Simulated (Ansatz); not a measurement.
A 6-atom cell of Bi2O2BrCl (P4mm) from a materials database, relaxed with r2SCAN+rVV10, was run in Ansatz under altered settings. All numbers are computed, without spin polarisation but where a row says otherwise.

```
CELL_PARAMETERS angstrom
3.90235 0.00000 0.00000
0.00000 3.90235 0.00000
0.00000 0.00000 7.76589
ATOMIC_POSITIONS crystal
Bi 0.50000 0.50000 0.84445
Bi 0.00000 0.00000 0.16622
Br 0.00000 0.00000 0.64373
Cl 0.50000 0.50000 0.33637
O 0.00000 0.50000 0.00462
O 0.50000 0.00000 0.00462
```

The base run's other keys:
```yaml
kpoints:
  mp_grid: { grid: [4, 4, 2] }
hamiltonian:
  xc: hse06
scf:
  occupations: { method: fixed }
  n_extra_bands: 5
```

It takes 18 iterations with 2353 plane waves at 420 eV and 12 k points, and leaves a mean stress of +0.37 GPa. The gap over this mesh is 3.313 eV. It ran on 4 threads of Arm Neoverse N1, with other jobs on the host.

Outcomes, with energy and stress as changes against the base:
```tsv
setting	outcome	ΔF (meV/atom)	Δ mean stress (GPa)	gap on the mesh (eV)	iterations	wall time
hamiltonian.xc: pbe0	converged	–	0.0	4.000	18	42 s
scf.mixing.beta: 0.05	converged	0.0	0.0	3.313	17	41 s
```
A dash marks a value that wasn't obtained or can't be compared. Stress is positive in compression. The base took 42 s. The base's mesh is coarse for a hybrid, so its own values aren't converged.

- hamiltonian.xc: pbe0. The mean stress moves by 0.0 GPa and the gap on the mesh by +0.687 eV (to 4.000). It's another functional on the same cell, so totals aren't comparable.

Within 1 meV an atom, 0.1 GPa and 0.005 eV of the base stay: scf.mixing.beta: 0.05.

No spin-orbit coupling is included; it can move band edges with weight on the heavy atoms by tenths of an eV.

The stress of a hybrid is loosely converged in these runs.

The meshes of the hybrids are coarse, so their gaps aren't converged to the digits shown.
